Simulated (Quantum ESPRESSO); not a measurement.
Inputs of pw.x and gipaw.x (a modified build of Quantum ESPRESSO, PBE) for Na$_{2}$S; the starting potential comes from an earlier run on another mesh:

```
&CONTROL
  calculation = 'scf'
  prefix = 'x'
  pseudo_dir = './pseudo'
  outdir = './out'
  tprnfor = .true.
/
&SYSTEM
  ibrav = 0
  nat = 3
  ntyp = 2
  ecutwfc = 60
  ecutrho = 240
  occupations = 'fixed'
  nbnd = 12
/
&ELECTRONS
  conv_thr = 1e-11
  startingpot = 'file'
/
ATOMIC_SPECIES
Na 22.990 Na.GGA_PBE-JTH.UPF
S 32.060 S.GGA_PBE-JTH.UPF
CELL_PARAMETERS angstrom
    0.000000000000     3.273500000000     3.273500000000
    3.273500000000     0.000000000000     3.273500000000
    3.273500000000     3.273500000000     0.000000000000
ATOMIC_POSITIONS crystal
Na     0.250000000000     0.250000000000     0.250000000000
Na     0.750000000000     0.750000000000     0.750000000000
S      0.000000000000     0.000000000000     0.000000000000
K_POINTS automatic
5 5 5 1 1 1
```

```
&INPUTGIPAW
  job = 'nmr'
  prefix = 'x'
  tmp_dir = './out/'
  restart_mode = 'from_scratch'
  pawproj(1) = .true.
  pawproj(2) = .true.
  use_nmr_macroscopic_shape = .false.
/
```

The cell was made here from an entry of the Crystallography Open Database (unchecked): atoms relaxed with PBE in the measured cell (PBE without dispersion, pw.x of Quantum ESPRESSO, symmetry kept).  Stability against distortions was not tested.

Give the final section of the GIPAW output.


```
     f-sum rule (should be   -17.4311):
           -17.4302          0.0000         -0.0000
             0.0000        -17.4302         -0.0000
            -0.0000          0.0000        -17.4302

     Total NMR chemical shifts in ppm: ---------------------------------------
     (adopting the Simpson convention for anisotropy and asymmetry)-----------

     Atom  1  Na  pos: (  0.353553  0.353553  0.353553)  Total sigma:         496.25
           496.2474          0.0000         -0.0000
             0.0000        496.2474          0.0000
            -0.0000         -0.0000        496.2474

     Na      1    anisotropy:      0.00    eta:    0.0000
     Na      1    sigma_11=    496.25
     Na      1    sigma_22=    496.25
     Na      1    sigma_33=    496.25

     Atom  2  Na  pos: (  1.060660  1.060660  1.060660)  Total sigma:         496.25
           496.2474          0.0000          0.0000
             0.0000        496.2474         -0.0000
             0.0000         -0.0000        496.2474

     Na      2    anisotropy:     -0.00    eta:    0.0000
     Na      2    sigma_11=    496.25
     Na      2    sigma_22=    496.25
     Na      2    sigma_33=    496.25

     Atom  3  S   pos: (  0.000000  0.000000  0.000000)  Total sigma:         783.75
           783.7466         -0.0000         -0.0000
            -0.0000        783.7466         -0.0000
            -0.0000         -0.0000        783.7466

     S       3    anisotropy:      0.00    eta:    0.0000
     S       3    sigma_11=    783.75
     S       3    sigma_22=    783.75
     S       3    sigma_33=    783.75
```
The printed anisotropy is 3/2 (σ_33 − σ_iso) in the program's own order; the axes are left out here. All sites are cubic, so the anisotropy vanishes by symmetry. These are absolute shieldings with no macroscopic susceptibility term; δ = σ_ref − σ needs a reference computed alike. By our sweeps, such settings leave a few ppm in absolute σ. The datasets of Na, S hold no d projectors, which limits absolute σ on these atoms.
